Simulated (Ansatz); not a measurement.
# Band structure of La

```
CELL_PARAMETERS angstrom
3.77000 0.00000 0.00000
-1.88500 3.26492 0.00000
0.00000 0.00000 12.15900
ATOMIC_POSITIONS crystal
La 0.00000 0.00000 0.00000
La 0.00000 0.00000 0.50000
La 0.33333 0.66667 0.75000
La 0.66667 0.33333 0.25000
```

Atoms are numbered in the order listed.

The cell is COD entry 9008525, as deposited and not checked against the literature; nothing was relaxed.

Spin–orbit coupling is left out, though it moves levels of the heavy atoms by tenths of an eV or more.

These are results of DFT, PBE, all-electron LAPW, scalar-relativistic in Ansatz 0.2.0, not measurements.

Numerical set-up: a Γ-centred 10×10×3 k mesh, Fermi–Dirac smearing of 0.08 eV, basis error target 1 meV/atom, no spin polarisation.

Points in fractions of the reciprocal vectors of this cell: Γ (0, 0, 0), M (0.5, 0, 0), K (0.333, 0.333, 0), A (0, 0, 0.5), L (0.5, 0, 0.5), H (0.333, 0.333, 0.5). The path joins them by straight lines in the order Γ–M–K–Γ–A–L–H–A–L; legs that retrace an earlier one aren't tabulated. Energies are in eV from the Fermi level.

Task: Is there a gap?

Result: none: bands cross the Fermi level, a metal.

Task: List the levels between -5 and 1 eV at the symmetry points.

Result: 
Γ: -3.22, -1.90, -1.90, -1.75, 0.48, 0.61
M: -1.90, -1.81, -1.53, -1.06, -0.66, -0.29, -0.20, 0.42, 0.91
K: -0.88 (×2), -0.65, -0.50 (×2), 0.02, 0.18 (×2), 0.83, 0.92 (×3)
A: -2.77 (×2), -1.68 (×2), 0.77 (×2)
L: -1.62 (×2), -1.39 (×2), -1.05 (×2), 0.63 (×2)
H: -1.07 (×2), -0.36 (×2), -0.02 (×2), -0.02 (×2), 0.86 (×2), 0.88 (×2)
